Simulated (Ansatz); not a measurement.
Hg:
```cif
data_Hg2
_chemical_formula_sum 'Hg2'
_space_group_name_H-M_alt 'P 1'
_space_group_IT_number 1
_cell_length_a 4.76358
_cell_length_b 4.76358
_cell_length_c 4.76358
_cell_angle_alpha 60.000
_cell_angle_beta 60.000
_cell_angle_gamma 60.000
loop_
_space_group_symop_operation_xyz
  'x, y, z'
loop_
_atom_site_label
_atom_site_type_symbol
_atom_site_fract_x
_atom_site_fract_y
_atom_site_fract_z
_atom_site_occupancy
Hg1 Hg 0.00000 0.00000 0.00000 1
Hg2 Hg 0.25000 0.25000 0.25000 1
```

Relaxed with r²SCAN.

Q: Tabulate the valence density and the electron localisation function along the shortest Hg–Hg contact (2.92 Å), the program Ansatz at the r²SCAN level (PAW).

A: 

```
distance from Hg (Å)  density (e/Å³)   ELF
--------------------  --------------  ----
0.29                           13.31  0.64
0.44                            9.67  0.55
0.58                            6.22  0.51
0.73                            3.43  0.47
0.88                            1.56  0.41
1.02                            0.72  0.33
1.17                            0.42  0.27
1.31                            0.29  0.21
1.46                            0.26  0.19
1.60                            0.29  0.21
1.75                            0.42  0.27
1.90                            0.72  0.33
2.04                            1.56  0.41
2.19                            3.43  0.47
2.33                            6.22  0.51
2.48                            9.67  0.55
2.63                           13.31  0.64
```

The density is the valence pseudo-density with augmentation charge, so density and ELF within about 1 Å of a nucleus are not all-electron values.

Space group Fd-3m (diamond). The start of the workflow was typed in or built on a structure type; neither database checked (COD, Materials Project) lists it. It is not the usual solid phase (space group No. 166). The r²SCAN relaxation kept the symmetry of its start. At this level the phase is mechanically unstable. The substance is a gas or liquid at ambient conditions. The volume moved by -24 % from the start of the relaxation. Scalar-relativistic: spin–orbit coupling is off unless named, which matters more the heavier the elements.

Potentials: the later of the program's two PAW sets.
